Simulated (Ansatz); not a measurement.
Molecular dynamics on a 1×1×1 supercell (3 atoms) of SnTe2 (CdCl2 type), relaxed with r2SCAN+rVV10. Forces come from r2SCAN in the plane-wave code Ansatz: constant energy and volume (NVE), velocities drawn at 2200 K, steps of 1.5 fs. Classical nuclei, no spin polarisation; a few dozen steps show the first response, not equilibrium. The structure comes from a prototype and may be hypothetical.

```yaml
crystal:
  lattice:
    - [2.0883103871, 1.2056865642, 6.2909642669]
    - [-2.0883103871, 1.2056865642, 6.2909642669]
    - [0.0, -2.4113731283, 6.2909642669]
  atoms:
    - { symbol: Sn, position: [0.0, 0.0, 0.0] }
    - { symbol: Te, position: [0.2413664389, 0.2413664389, 0.2413664389] }
    - { symbol: Te, position: [0.7586335611, 0.7586335611, 0.7586335611] }
kpoints:
  mp_grid: { grid: [4, 4, 4] }
hamiltonian:
  xc: r2scan
scf:
  occupations: { method: fermi_dirac, width: 0.19 }
md:
  ensemble: nve
  temperature: 2200
  timestep: 1.5
  n_steps: 40
  initial_velocities: maxwell_boltzmann
  seed: 6730
```

Run as `ansatz run input.yaml --threads 4 --pin off --max-ram 3686MiB --backend cpu --events-out ev --progress --plain --runs-dir out`.

Question: It ran on 4 threads of Arm Neoverse V2, with other jobs on the host. About how long did it take, and how much host memory at the peak?

Answer: About 120 s, with a peak of 0.66 GiB.

| step | t (fs) | T (K) | free energy F from step 0 (meV/atom) | kinetic energy (meV/atom) | largest force (eV/Å) |
| --- | --- | --- | --- | --- | --- |
| 0 | 0 | 2200 | 0.0 | 189.6 | 0.02 |
| 1 | 1.5 | 2198 | 0.2 | 189.4 | 0.05 |
| 2 | 3 | 2193 | 0.6 | 189.0 | 0.09 |
| 3 | 4.5 | 2185 | 1.3 | 188.3 | 0.13 |
| 4 | 6 | 2174 | 2.2 | 187.4 | 0.18 |
| 5 | 7.5 | 2161 | 3.4 | 186.2 | 0.22 |
| 6 | 9 | 2144 | 4.8 | 184.7 | 0.26 |
| 7 | 10.5 | 2124 | 6.6 | 183.0 | 0.31 |
| 8 | 12 | 2101 | 8.5 | 181.0 | 0.36 |
| 9 | 13.5 | 2075 | 10.8 | 178.8 | 0.40 |
| 10 | 15 | 2045 | 13.3 | 176.3 | 0.45 |
| 11 | 16.5 | 2013 | 16.1 | 173.5 | 0.50 |
| 12 | 18 | 1978 | 19.2 | 170.4 | 0.55 |
| 13 | 19.5 | 1939 | 22.5 | 167.1 | 0.60 |
| 14 | 21 | 1898 | 26.1 | 163.5 | 0.65 |
| 15 | 22.5 | 1853 | 29.9 | 159.7 | 0.71 |
| 16 | 24 | 1806 | 33.9 | 155.6 | 0.76 |
| 17 | 25.5 | 1756 | 38.2 | 151.4 | 0.82 |
| 18 | 27 | 1704 | 42.7 | 146.9 | 0.87 |
| 19 | 28.5 | 1650 | 47.4 | 142.2 | 0.93 |
| 20 | 30 | 1593 | 52.3 | 137.3 | 0.99 |
| 21 | 31.5 | 1534 | 57.4 | 132.2 | 1.05 |
| 22 | 33 | 1474 | 62.6 | 127.0 | 1.11 |
| 23 | 34.5 | 1412 | 67.9 | 121.7 | 1.17 |
| 24 | 36 | 1349 | 73.3 | 116.3 | 1.22 |
| 25 | 37.5 | 1285 | 78.8 | 110.8 | 1.28 |
| 26 | 39 | 1221 | 84.4 | 105.2 | 1.34 |
| 27 | 40.5 | 1156 | 90.0 | 99.6 | 1.39 |
| 28 | 42 | 1091 | 95.5 | 94.0 | 1.45 |
| 29 | 43.5 | 1027 | 101.1 | 88.5 | 1.50 |
| 30 | 45 | 963 | 106.6 | 83.0 | 1.55 |
| 31 | 46.5 | 901 | 112.0 | 77.6 | 1.60 |
| 32 | 48 | 840 | 117.2 | 72.4 | 1.65 |
| 33 | 49.5 | 780 | 122.4 | 67.2 | 1.69 |
| 34 | 51 | 723 | 127.3 | 62.3 | 1.74 |
| 35 | 52.5 | 669 | 132.0 | 57.6 | 1.77 |
| 36 | 54 | 617 | 136.5 | 53.1 | 1.81 |
| 37 | 55.5 | 568 | 140.7 | 48.9 | 1.84 |
| 38 | 57 | 523 | 144.6 | 45.0 | 1.87 |
| 39 | 58.5 | 481 | 148.2 | 41.4 | 1.90 |
| 40 | 60 | 443 | 151.4 | 38.2 | 1.92 |

The temperature goes from 2200 K to 443 K in 60 fs. The atoms start on their lattice sites with kinetic energy alone, so much of it first passes into potential energy. The conserved energy stays within 0.04 meV an atom. By the last step the atoms have moved 0.26 Å in the root mean square, the drift of the whole cell taken out, 0.33 Å at most.

Positions (Å) and forces (eV/Å) at step 40:
```
Sn   0.052   0.039   0.024     0.052  -0.209  -0.004
Te  -0.171  -0.246   4.690     0.319   1.196  -1.468
Te   0.123   0.210  14.161    -0.372  -0.987   1.472
```
